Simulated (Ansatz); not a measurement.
WC:
```yaml
crystal:
  lattice:
    - [-1.44182, 1.44182, 5.05990]
    - [1.44182, -1.44182, 5.05990]
    - [1.44182, 1.44182, -5.05990]
  atoms:
    - { symbol: W, position: [0.99929, 0.99929, 0.00000] }
    - { symbol: W, position: [0.74929, 0.24929, 0.50000] }
    - { symbol: C, position: [0.41671, 0.41671, 0.00000] }
    - { symbol: C, position: [0.16671, 0.66671, 0.50000] }
```

Relaxed with PBE. Special points in fractions of this cell's reciprocal vectors: Γ (0.000, 0.000, 0.000); X (0.000, 0.000, 0.500); P (0.250, 0.250, 0.250); N (0.000, 0.500, 0.000); M (0.500, 0.500, -0.500); S (0.270, 0.730, -0.270); S0 (-0.270, 0.270, 0.270); R (-0.041, 0.041, 0.500); G (0.500, 0.500, -0.041).

Problem. List the band energies nearest the Fermi level at these points for PBE (plane waves, PAW; program Ansatz).

Solution. In eV from the Fermi level; about four levels below and three above (degenerate sets whole), none deeper than 8.9 eV; points with the same levels are listed once.

```
k                    below                above
-  -----------------------  -------------------
Γ  -2.91 -2.91 -2.00 -2.00       1.92 2.78 3.44
X  -3.39 -3.39 -0.69 -0.69  4.39 4.39 4.72 4.72
P  -3.76 -3.76 -0.54 -0.54  4.40 4.40 4.64 4.64
N  -3.20 -2.72 -2.23 -0.70       0.34 2.13 3.09
M  -3.82 -3.82 -0.50 -0.50  2.33 2.33 3.37 3.37
S  -3.25 -3.18 -2.11 -0.36       0.05 2.59 2.87
R  -3.37 -3.37 -0.77 -0.77  4.12 4.12 4.76 4.76
```

Space group I4_1md. A made-up cell: these elements were put on the sites of a structure type; neither database checked (COD, Materials Project) lists it. It is not the phase usual at ambient conditions (space group No. 187). Symmetry was held in the PBE relaxation; its stability against distortions is not shown here. No spin polarisation was allowed. The Fermi level of a semimetal is unsure by some 0.05 eV on such meshes. Scalar-relativistic: spin–orbit coupling is off unless named, which matters more the heavier the elements.

Potentials: the later of the program's two PAW sets.
